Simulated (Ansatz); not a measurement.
Relaxed HfN (rock salt):

```
CELL_PARAMETERS angstrom
      0.00000     2.27394     2.27394
      2.27394     0.00000     2.27394
      2.27394     2.27394     0.00000
ATOMIC_POSITIONS crystal
  N  0.00000 0.00000 0.00000
  Hf 0.50000 0.50000 0.50000
```

Two-dimensional scan of atom 2 (Hf, nearest neighbour N at 2.274 Å; its periodic images, 3.2 Å or more away, move with it): u runs along (1.000, 0.000, 0.000), v along (0.000, 1.000, 0.000) (Cartesian). Cell and other atoms are fixed.

Method: PBE (plane waves to 420 eV, PAW, scalar-relativistic; Ansatz, a first-principles code). k mesh 14×14×14 (Γ-centred), Fermi-Dirac smearing 0.05 eV. With partly filled bands, energies and forces of such displacements shift with the k mesh and the smearing. Fu and Fv are the components of the force on the atom. HfN is run without spin polarisation. HfN was relaxed with its symmetry unable to fall. Spin-orbit coupling is left out, though Hf is heavy. 

```tsv
Fv (eV/Å)	u = -0.340	u = -0.170	u = 0.000	u = 0.170	u = 0.340
v = -0.340	[?]	[?]	4.53	[?]	[?]
v = -0.170	1.59	1.84	1.92	1.84	1.59
v = 0.000	0.00	0.00	0.00	0.00	0.00
v = 0.170	-1.59	-1.84	-1.92	-1.84	-1.59
v = 0.340	[?]	[?]	-4.53	[?]	[?]
```

### Question
Some entries are withheld; supply them.

### Answer

- v = -0.340, u = -0.340: 3.40
- v = -0.340, u = -0.170: 4.33
- v = -0.340, u = 0.170: 4.33
- v = -0.340, u = 0.340: 3.40
- v = 0.340, u = -0.340: -3.40
- v = 0.340, u = -0.170: -4.33
- v = 0.340, u = 0.170: -4.33
- v = 0.340, u = 0.340: -3.40

(For displaced atoms, the force is minus the slope of the energy, and its curvature is a force constant, which sets phonon frequencies.)
